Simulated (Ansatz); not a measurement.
PbI$_{2}$:
```xyz
3
Lattice="0.0000 3.9829 3.9829 3.9829 0.0000 3.9829 3.9829 3.9829 0.0000" Properties=species:S:1:pos:R:3 pbc="T T T"
Pb     0.0000     0.0000     0.0000
I      1.9914     1.9914     1.9914
I      5.9743     5.9743     5.9743
```

Relaxed with PBE. Special points in fractions of this cell's reciprocal vectors: Γ (0.000, 0.000, 0.000); X (0.500, 0.000, 0.500); U (0.625, 0.250, 0.625); K (0.375, 0.375, 0.750); L (0.500, 0.500, 0.500); W (0.500, 0.250, 0.750).

Task: List the band energies nearest the valence-band maximum at these points for PBE (plane waves, PAW; program Ansatz).

Result: In eV from the valence-band maximum; about four levels below and three above (degenerate sets whole), none deeper than 8.9 eV; points with the same levels are listed once.

```json
[
 {"k": "Γ", "below": "-2.10 -2.10 -2.10 -1.16 -1.16 -1.16", "above": "1.96 1.96 1.96"},
 {"k": "X", "below": "-1.79 -0.27 -0.27 0.00", "above": "1.92 3.85 3.85"},
 {"k": "U", "below": "-1.43 -1.12 -0.63 -0.09", "above": "2.91 3.38 3.50"},
 {"k": "L", "below": "-2.16 -1.53 -1.53 -0.56", "above": "3.09 3.09 3.65"},
 {"k": "W", "below": "-2.06 -2.06 -1.45 -0.15 -0.13", "above": "3.22 3.22 3.22"}
]
```

Space group Fm-3m (fluorite). A made-up cell: these elements were put on the sites of a structure type; neither database checked (COD, Materials Project) lists it. It is not the phase usual at ambient conditions (space group No. 164). Symmetry was held in the PBE relaxation; its stability against distortions is not shown here. Spin–orbit coupling is left out wherever it is not named.

Potentials: the later of the program's two PAW sets.
